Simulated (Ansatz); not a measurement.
**BiAu2: do energies and stresses tell the same story?**

Computed with DFT r2SCAN, scalar-relativistic, plane waves, PAW (Ansatz 0.2.0).

Plane waves to 500 eV, a k mesh through Γ of 8×8×8 on the computed 6-atom cell and Gaussian smearing (0.10 eV); no spin polarisation.

Relaxed cell: Fd-3m, a = 8.026 Å, b = 8.026 Å, c = 8.026 Å, α = 90.00°, β = 90.00°, γ = 90.00°, 6 atoms in the primitive cell. Whether it is the stable form of this composition wasn't checked.

Energies at zero smearing and pressures from the stress tensor, at volumes with shape and atoms relaxed:
```tsv
V (Å³/atom)	E − E(first) (meV/atom)	P (GPa)
18.954	0.00	19.98
19.600	-67.02	13.48
20.246	-110.19	8.11
20.892	-133.64	3.67
21.538	-140.80	0.00
22.185	-134.50	-3.02
22.831	-117.12	-5.51
23.692	-80.09	-8.13
```

Question: Check P = −dE/dV between neighbouring volumes, and get the bulk modulus from the pressures alone.

Answer: With 1 eV/Å³ = 160.2 GPa:
```tsv
middle V (Å³/atom)	−ΔE/ΔV (GPa)	mean P (GPa)
19.277	16.619	16.733
19.923	10.704	10.797
20.569	5.814	5.890
21.215	1.775	1.837
21.862	-1.561	-1.509
22.508	-4.310	-4.264
23.262	-6.886	-6.817
```

The two differ by 0.11 GPa at most. The mean of two end pressures misses the average over a step by about ΔV² P″/12, up to 0.10 GPa here; with that taken off 0.01 GPa remains. Around V = 21.538 Å³/atom, the two neighbours give B = −V ΔP/ΔV = 21.538 × 6.69 / 1.292 = 111.5 GPa, against B0 = 110.7 GPa from the Birch–Murnaghan fit of the energies.

Spin–orbit coupling is left out, which can shift energies with elements as heavy as these.

Cost: 9 runs of about 7.1 core-minutes in all, on Intel Xeon 6975P-C (Granite Rapids) (shared hosts).